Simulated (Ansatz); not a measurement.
Data:

GaN:
Space group P4₂/mnm (No. 136); a = b = 5.4705 Å, c = 3.1833 Å, α = β = γ = 90.00°

```tsv
atom	site	symmetry	x	y	z
Ga	4g	m.2m	0.1794	0.1794	0.5000
N	4f	m.2m	0.3175	0.3175	0.0000
```

This is the PBEsol-relaxed structure.

Task: All from PBEsol (plane waves, PAW; program Ansatz), unless another level is named. Give the electron effective mass.

Result: 0.18 mₑ (isotropic).

Task: What about the band gap?

Result: 1.87 eV (smallest direct gap 1.88 eV).

Task: Give the HSE06 gap on the PBEsol cell.

Result: 3.18 eV.

Space group P4_2/mnm. The start of the workflow was typed in or built on a structure type; neither database checked (COD, Materials Project) lists it. It is not the phase usual at ambient conditions (space group No. 186, 216). The PBEsol relaxation kept the symmetry of its start; its stability against distortions is not shown here. Spin–orbit coupling is left out wherever it is not named.

Potentials: the earlier of the program's two PAW sets. The files were generated under PBE; for other functionals the program regenerates the frozen cores, and for LDA and PBEsol the local potential too.
